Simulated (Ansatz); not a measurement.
**Mg3GeN: relaxed-ion elastic tensor**

Computed with Ansatz, DFT PBE, scalar-relativistic, plane waves, PAW. Plane waves to 420 eV; Γ-centred k mesh 10×10×10; Fermi-Dirac smearing of 0.15 eV. No spin polarisation.

Equilibrium structure at this level:
```xyz
5
Lattice="4.2778 0.0000 0.0000 0.0000 4.2778 0.0000 0.0000 0.0000 4.2778" Properties=species:S:1:pos:R:3 pbc="T T T"
Mg    2.1389    0.0000    0.0000
Mg    0.0000    2.1389    0.0000
Mg    0.0000    0.0000    2.1389
Ge    2.1389    2.1389    2.1389
N     0.0000    0.0000    0.0000
```

The cell was found from a structure generator's guess, not taken from experiment. In a metal, frequencies and elastic constants depend on the k mesh and the smearing, soft modes and shear constants most.

Question: Give the relaxed-ion elastic constants (GPa, Voigt order xx yy zz yz xz xy, on the Cartesian axes of the cell above).

Answer:
C11 = 119.6, C12 = 57.4, C13 = 57.4, C22 = 119.6, C23 = 57.4, C33 = 119.6, C44 = 62.7, C55 = 62.7, C66 = 62.7 GPa; the others vanish.

Question: Is the crystal stable against homogeneous strain?

Answer: Yes: the least eigenvalue of the tensor is 62.2 GPa.

Question: And the moduli of a polycrystal (Hill averages)?

Answer: B = 78 GPa, G = 47 GPa, E = 118 GPa, ν = 0.25.
